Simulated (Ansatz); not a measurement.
**Run times of several calculations on Si3N4**

Cell: 14 atoms, space group P6_3/m, a = 7.617 Å, b = 7.617 Å, c = 2.913 Å, α = 90.00°, β = 90.00°, γ = 120.00°.

All runs are DFT with Ansatz 0.2.0 on 1 thread of AMD EPYC 9R14 (Zen 4) (x86_64; 16 cores open to the job, memory cap 3.0 GiB, no GPU), a shared host.

Question: Rank the runs by wall time, shortest first.
A. single point, PBE, gradients read without the response of the cores, 420 eV, 4×4×9 k-points, smearing 0.02 eV
B. single point at relaxed positions, r2SCAN, gradients read without the response of the cores, 500 eV, 4×4×9 k-points, smearing 0.02 eV
C. relaxation of the ions, PBE, gradients read without the response of the cores, 420 eV, 4×4×9 k-points, smearing 0.02 eV

Answer: A (5.6 s, 0.47 GiB), B (12 s, 0.86 GiB), C (17 s, 0.49 GiB).
